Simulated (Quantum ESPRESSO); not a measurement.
## Moving one atom in AlHfMo5Sn

These are calculations, not measurements. They come from Quantum ESPRESSO 7.5, a public plane-wave density functional program. Each row is one single-point run on a made-up periodic cell of eight metal atoms, with elements, volume, strain and displacements drawn at random and not relaxed, so a cell may be unstable or far from any real phase. There is no spin polarisation or spin-orbit coupling.

Settings: PBE unless stated; PseudoDojo standard norm-conserving files; Fermi-Dirac width 0.25 eV, which means electrons at about 2900 K; cutoff 1088 eV; 5 x 5 x 4 k mesh shifted half a step off Gamma. E is the free energy of the whole cell (internal energy minus TS), so a -TS column is already part of it. Stress is positive in tension, and the pressure P is minus a third of its trace.

Checks: one run of this series was repeated at a higher cutoff and on a denser mesh, which moved values by no more than 0.004 eV, 0.04 GPa and 0.010 eV/Å, and a second program with other atomic files agreed on it to 2 % rms in force and 0.5 GPa in pressure. Known limits: the tin pseudopotential is less sure than most, with forces differing by about three percent from a second method on plain tin; heavy elements are run without spin-orbit coupling, which real alloys of them have; a spin test at this wide smearing found no moment, but such smearing suppresses magnetism that the real alloy may have.

The lattice is face-centred cubic, and the cell vectors in Å are (-2.107, -4.186, -2.063); (-4.098, 2.062, 2.009); (-0.008, 4.164, -4.074), a volume of 140.46 Å³. The elements on sites 1 to 8 are Al Mo Hf Mo Mo Sn Mo Mo. The runs move the Mo atom on site 7 by u along x from its drawn, already displaced place and keep all else fixed. Forces are on that atom, and E is counted from run 4.

| run | u (Å) | Fx (eV/Å) | Fy (eV/Å) | Fz (eV/Å) | P (GPa) | E (meV) |
|---|---|---|---|---|---|---|
| 1 | -0.1202 | 0.338 | -0.012 | -0.410 | -2.79 | -14.0 |
| 2 | -0.1071 | ? | ? | ? | ? | ? |
| 3 | -0.0782 | 0.100 | -0.032 | -0.309 | -2.90 | -23.2 |
| 4 | 0.0325 | -0.517 | -0.041 | -0.129 | -2.91 | 0.0 |
| 5 | 0.0467 | -0.595 | -0.037 | -0.115 | -2.89 | 7.9 |
| 6 | 0.0610 | -0.674 | -0.031 | -0.102 | -2.85 | 17.0 |
| 7 | 0.1156 | -0.973 | 0.002 | -0.072 | -2.67 | 61.9 |

## Worked fit

A parabola through the runs shown gives Fx = -0.337 - 5.56 u + 0.5 u² eV/Å, with an error of 0.00 on the linear term and a scatter of 0.000 eV/Å. Minus its integral from run 1 to run 7 is 76 meV, and the table's energies differ by 76 meV.

## Withheld run

Question: what Fx should run 2 give?

The fit gives 0.264 ± 0.001 eV/Å. The calculation gave 0.264 eV/Å.
